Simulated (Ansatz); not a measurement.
Cs:
```xyz
2
Lattice="5.5663 0.0000 0.0000 -2.7832 4.8206 0.0000 0.0000 0.0000 9.2585" Properties=species:S:1:pos:R:3 pbc="T T T"
Cs     0.0000     3.2137     2.3146
Cs     2.7832     1.6069     6.9439
```

Relaxed with r²SCAN. Special points in fractions of this cell's reciprocal vectors: Γ (0.000, 0.000, 0.000); M (0.500, 0.000, 0.000); K (0.333, 0.333, 0.000); A (0.000, 0.000, 0.500); L (0.500, 0.000, 0.500); H (0.333, 0.333, 0.500).

Q: List the band energies nearest the Fermi level at these points for r²SCAN in the plane-wave PAW code Ansatz.

A: In eV from the Fermi level; about four levels below and three above (degenerate sets whole), none deeper than 8.9 eV; … stands for higher levels left out; points with the same levels are listed once.

| k | below | above |
|---|---|---|
| Γ | -1.73 | 0.03 0.53 2.58 |
| M | – | 0.04 0.27 0.80 |
| K | – | 0.57 0.62 0.62 |
| A | -1.14 -1.14 | 1.69 1.69 … |
| L | – | 0.23 0.23 0.81 0.81 |
| H | – | 0.76 0.76 1.02 1.02 |

Space group P6_3/mmc (hcp (Mg type)). The workflow started from a Materials Project entry (that database holds measured and hypothetical structures alike); the Crystallography Open Database copy checked does not list it. It is not the phase usual at ambient conditions (space group No. 229). The r²SCAN relaxation kept the symmetry of its start; its stability against distortions is not shown here. Spin–orbit coupling is left out wherever it is not named.

Potentials: the later of the program's two PAW sets.
